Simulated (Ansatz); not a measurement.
This cell of Ga2O3 (beta-Ga2O3 type, space group C2/m) is off equilibrium:

```yaml
crystal:
  lattice:
    - [6.22762, -1.54173, 0.00000]
    - [6.22762, 1.54173, 0.00000]
    - [-1.39233, 0.00000, 5.71032]
  atoms:
    - { symbol: Ga, position: [0.08920, 0.08920, 0.80202] }
    - { symbol: Ga, position: [0.90939, 0.90939, 0.21261] }
    - { symbol: Ga, position: [0.66130, 0.66130, 0.30640] }
    - { symbol: Ga, position: [0.34430, 0.34430, 0.67808] }
    - { symbol: O, position: [0.15663, 0.15663, 0.11302] }
    - { symbol: O, position: [0.82966, 0.82966, 0.89465] }
    - { symbol: O, position: [0.17253, 0.17253, 0.56580] }
    - { symbol: O, position: [0.82512, 0.82512, 0.43708] }
    - { symbol: O, position: [0.49493, 0.49493, 0.25339] }
    - { symbol: O, position: [0.50287, 0.50287, 0.73997] }
```

These are PBE (plane waves to 420 eV, PAW, scalar-relativistic; Ansatz, a first-principles code) values and carry that method's errors. k mesh 11×11×6 (Γ-centred), Fermi-Dirac smearing 0.05 eV. Stress and pressure are positive under compression. Ga2O3 was relaxed with its symmetry unable to fall.

### Question
Predict the force on every atom, in eV/Å.

### Answer
```csv
atom,Fx,Fy,Fz
Ga1,0.521,0.000,-1.222
Ga2,0.569,0.000,-1.173
Ga3,-1.230,0.000,1.293
Ga4,-1.362,0.000,1.212
O5,0.567,0.000,-0.173
O6,0.598,0.000,-0.088
O7,0.112,0.000,-0.063
O8,0.102,0.000,-0.039
O9,0.001,0.000,0.117
O10,0.122,0.000,0.136
```

### Question
Give the stress tensor in GPa and the pressure.

### Answer
```
   0.06     0.00     0.40
   0.00     0.80     0.00
   0.40     0.00     0.53
```
The pressure, a third of the trace, is 0.47 GPa.

(A displaced cell: forces are minus the slopes of the energy, force constants its curvatures, and phonons follow from these.)
